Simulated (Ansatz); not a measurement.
## How much do the gradients of SiNi3 depend on the method?

Cell: a COD entry, whose atoms a relaxation with PBE at fixed cell left in place.

```yaml
crystal:
  lattice:
    - [3.55110, 0.00000, 0.00000]
    - [0.00000, 3.55110, 0.00000]
    - [0.00000, 0.00000, 3.55110]
  atoms:
    - { symbol: Si, position: [0.00000, 0.00000, 0.00000] }
    - { symbol: Ni, position: [0.00000, 0.50000, 0.50000] }
    - { symbol: Ni, position: [0.50000, 0.00000, 0.50000] }
    - { symbol: Ni, position: [0.50000, 0.50000, 0.00000] }
```

Atom numbers follow the list; atoms alike are taken as one site, whose name carries the number of the first.

First run. The numbers come from a DFT calculation in Ansatz (PBE, plane waves and PAW, scalar-relativistic, collinear spin, 420 eV cutoff, Γ-centred 13×13×13 k-points, Fermi–Dirac smearing 0.05 eV). Start moments as typed (μB): 1.5 on each Ni, none on the rest.

```csv
site,atom,V_zz (10²¹ V/m²),η,m (μB)
Ni,2,-4.52,0.00,0.00
```

Second run. The same atoms and settings, except that the functional is r2SCAN and the cutoff is 500 eV.

(1) Given the first result, estimate the second.

Answers

(1) 

```csv
site,atom,V_zz,η,change of V_zz,m (μB)
Ni,2,-4.59,0.00,-0.07,0.05
```

The largest change of V_zz is on Ni, from -4.52 to -4.59. In per cent, |V_zz| changes by +2 on Ni (all sites that start above 2). Sites without a gradient aren't listed. The absolute magnetisation of the cell goes from 0.0 to 0.2 μB.

With no gap above 0.1 eV, as in a metal, the gradients converge slowly in k; expect changes of a tenth or more on a denser mesh. With these PAW files V_zz is typically within 2 to 3 % of all-electron values, but misses above 10 % occur on Ni.
For the first run: At this cell the PBE pressure is -7 GPa, so with PBE the cell would shrink if it were relaxed. The entry's cell may itself be off. The start moments die out, and the run ends without spin.
For the second run: At this cell the r2SCAN pressure is -15 GPa, so with r2SCAN the cell would shrink if it were relaxed. The entry's cell may itself be off. The program didn't check the stability of this electronic state in full, so a lower one may lie near. The run lost most of its start moments on Ni; a state with other moments may lie lower. The magnetic order is the one that the run reached from its start moments, not necessarily the measured one (the real compound may not order at all).
